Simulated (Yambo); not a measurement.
```
CELL_PARAMETERS angstrom
      4.53640     0.00000     0.00000
     -2.26820     3.92864     0.00000
      0.00000     0.00000     8.11955
ATOMIC_POSITIONS crystal
  H  0.66667 0.33333 0.35610
  H  0.33333 0.66667 0.64390
  H  0.00000 0.00000 0.50000
  I  0.00000 0.00000 0.00000
  Ba 0.66667 0.33333 0.68472
  Ba 0.33333 0.66667 0.31528
```

Ba₂H₃I (space group P-3m1, No. 164): mean Im ε in 1 eV windows above the direct gap of 3.98 eV, for different electron-hole kernels (Yambo, broadening 0.15 eV, LDA (Quantum ESPRESSO, PseudoDojo norm-conserving, 74 Ry, without SOC) bands; 6×6×4 mesh, 6 valence and 16 conduction bands, static screening with 67 bands and a 3 Ry block, scissor 1.57 eV, Tamm-Dancoff; field along x).

```csv
window (eV),independent quasiparticles,BSE
4.0 to 5.0,1.9,4.4
5.0 to 6.0,3.6,7.5
6.0 to 7.0,6.3,4.7
7.0 to 8.0,5.3,3.7
8.0 to 9.0,4.4,2.9
```

This run doesn't resolve bound excitons or single peaks, so only averages are given, and they too depend on the mesh; weight that the attraction moves below the gap isn't listed. All transitions below 9.04 eV are in the band window. The scissor comes from a G0W0 run whose convergence isn't established.

Spin-orbit coupling is left out, which matters for elements this heavy: edges can move by tenths of an eV.

Geometry of the Materials Project entry, not relaxed at this level.

The structure is a Materials Project entry; no match was found in the copy of COD used, and its stability was not checked.
